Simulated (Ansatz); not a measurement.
A geometry of Li away from equilibrium: step 2 of the relaxation of a relaxed Li cell displaced along its unstable phonon at q = (½, ½, 0) of its primitive reciprocal cell (226i cm⁻¹), largest move 0.15 Å. These are r2SCAN (plane waves to 500 eV, PAW, scalar-relativistic; Ansatz, an electronic-structure program) values and carry that method's errors. Γ-centred k-mesh 10×10×10 on the run's cell (coarser than for final values), Fermi–Dirac smearing 0.05 eV.

```xyz
4
Lattice="0.0000 5.9106 5.9090 2.9553 2.9553 5.9090 2.9553 2.9553 0.0000" Properties=species:S:1:pos:R:3 pbc="T T T"
Li     1.4776     1.1335     1.4773
Li     1.4776     4.7771     4.4318
Li    -0.3442     0.0000     0.0000
Li     3.2994     5.9106     2.9545
```

Which atoms carry the largest force, and which way does it point?

0.39 eV/Å, on Li1, Li2, Li3, Li4 (atoms numbered as listed); on Li2 its components are (0.00, 0.39, 0.00).

What is the pressure?

-0.1 GPa, compression positive.

How far above the relaxed end point is this geometry?

0.45 eV/atom; the path ends in Im-3m (No. 229) (bcc (W type)).

No spin polarisation in the result.

The run could not lose the symmetry of its start.

Of the parent cell (Fd-3m (No. 227)): it is a generated cell of Li: the first start was made by placing the elements on the sites of a structure type, and the end was not matched to a known phase here, so it may be hypothetical. Known forms of Li include space group No. 229.
